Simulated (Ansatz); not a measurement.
# Computed properties of Ti

Ti:
```
Ti
1.0
    4.56821     0.00000     0.00000
   -2.28410     3.95619     0.00000
    0.00000     0.00000     2.82429
Ti
3
Direct
  0.00000   0.00000   0.00000
  0.33333   0.66667   0.50000
  0.66667   0.33333   0.50000
```

Space group P6/mmm (No. 191); conventional cell a = b = 4.568 Å, c = 2.824 Å, α = β = 90.00°, γ = 120.00°.

Method: plane-wave PAW r²SCAN (Ansatz code). Geometry: relaxed at this level of theory. Other levels are named where they apply.

### Cell and energy

```
Quantity              Value
---------------  ----------
Volume per atom    17.01 Å³
Density          4.67 g/cm³
```

### Electronic structure

```
Item                                                                        Result
------------------------------------  --------------------------------------------
Electronic character                                             metallic (no gap)
Density of states at the Fermi level  0.64 states/eV per atom (mean over ±0.08 eV)
```

### Mechanics

```
Quantity                                                                                        Result
--------------------------------------------  --------------------------------------------------------
Bulk modulus (Birch–Murnaghan fit)                                                             118 GPa
Pressure derivative B′                                                                             3.5
Elastic constants (relaxed ions, GPa)         C11 = 208, C12 = 84.5, C13 = 52.7, C33 = 266, C44 = 62.9
Mechanical stability                                            stable (all eigenvalues of C positive)
Hill bulk and shear moduli                                                            118 and 69.0 GPa
Young's modulus                                                                                173 GPa
Poisson's ratio                                                                                   0.25
Debye temperature from the elastic constants                                                     494 K
```

### Phonons

```
Item                                           Result
-----------------------------  ----------------------
Highest zone-centre frequency                234 cm⁻¹
Zone-centre stability          no imaginary mode at Γ
```

This is a known high-pressure phase of the composition, computed here at zero pressure and temperature. Symmetry was held in the r²SCAN relaxation. No spin polarisation was allowed. As this level gives no gap, shear constants depend on the k-mesh and smearing (Fermi–Dirac, 0.1 eV here). As this level gives no gap, phonon frequencies hold no LO–TO term and depend on the k-mesh and smearing (Fermi–Dirac, 0.1 eV here). Axis ratios of metals converge slowly with the k-mesh, so a and c are less sure than the volume.

Potentials: the later of the program's two PAW sets.
